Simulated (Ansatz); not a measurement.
**YSiRu, first-principles data**

YSiRu:
```cif
data_Ru4Si4Y4
_chemical_formula_sum 'Y4 Si4 Ru4'
_space_group_name_H-M_alt 'Pnma'
_space_group_IT_number 62
_space_group_name_Hall '-P 2ac 2n'
_cell_length_a 6.99825
_cell_length_b 4.31914
_cell_length_c 7.08849
_cell_angle_alpha 90.000
_cell_angle_beta 90.000
_cell_angle_gamma 90.000
loop_
_space_group_symop_operation_xyz
  'x, y, z'
  '-x, -y, -z'
  '-x+1/2, -y, z+1/2'
  'x+1/2, y, -z+1/2'
  'x+1/2, -y+1/2, -z+1/2'
  '-x+1/2, y+1/2, z+1/2'
  '-x, y+1/2, -z'
  'x, -y+1/2, z'
loop_
_atom_site_label
_atom_site_type_symbol
_atom_site_symmetry_multiplicity
_atom_site_Wyckoff_symbol
_atom_site_fract_x
_atom_site_fract_y
_atom_site_fract_z
_atom_site_occupancy
Y1 Y 4 c 0.01344 0.75000 0.18719 1
Si1 Si 4 c 0.30563 0.25000 0.10546 1
Ru1 Ru 4 c 0.15227 0.25000 0.43295 1
```

Space group Pnma (No. 62); conventional cell a = 6.998 Å, b = 4.319 Å, c = 7.088 Å, α = 90.00°, β = 90.00°, γ = 90.00°.

Method: plane-wave PAW r²SCAN (Ansatz code). Geometry: relaxed at this level of theory. Other levels are named where they apply.

Cell and energy:

* **Volume per atom**: 17.85 Å³
* **Density**: 6.76 g/cm³
* **Formation energy from the elements (no fitted shifts)**: -0.88 eV/atom

Electronic structure:

- Electronic character = metallic (no gap)
- Density of states at the Fermi level = 0.83 states/eV per atom (mean over ±0.08 eV)

The workflow started from a Materials Project entry (that database holds measured and hypothetical structures alike); the Crystallography Open Database copy checked does not list it. Whether it is the stable phase at ambient conditions was not checked. Symmetry was held in the r²SCAN relaxation; whether a distortion lowers the energy is not shown. No spin polarisation was allowed. The references are the lowest solids computed at this level, not always the standard phases. Spin–orbit coupling is left out wherever it is not named.

Potentials: the earlier of the program's two PAW sets.
